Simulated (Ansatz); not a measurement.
The end point of a relaxation of BN. Space group P6₃mc (No. 186), wurtzite type. Method: r2SCAN (plane waves to 500 eV, PAW, scalar-relativistic; Ansatz, a quantum-chemistry and plane-wave program).

Space group P6₃mc (No. 186); a = 2.544 Å, b = 2.544 Å, c = 4.208 Å, α = 90.00°, β = 90.00°, γ = 120.00°

```
atom  site  symmetry       x       y       z
----  ----  --------  ------  ------  ------
B       2b       3m.  0.3333  0.6667  0.4999
N       2b       3m.  0.3333  0.6667  0.1253
```

For BN, the volume per atom is 5.90 Å³. The band gap comes out as 5.75 eV, indirect (valence top at Γ, conduction bottom at K) (no spin-orbit coupling) and the smallest direct gap comes out as 9.00 eV at k = (0, 0.1333, 0). The shortest distances is B–N 1.56 Å; B–B 2.54 Å; N–N 2.54 Å and the k-mesh comes out as 15×15×8.

No spin polarisation in the result.

Measured for BN: a 2.55 Å (as listed in K. Doll, J. C. Schön, M. Jansen, Physical Review B (2008)); c 4.2 Å (as listed in K. Doll, J. C. Schön, M. Jansen, Physical Review B (2008)). Computed minus measured — a: r2SCAN -0.2 %; c: r2SCAN +0.2 %. The computed values are for a static lattice.

The run could not lose the symmetry of its start.
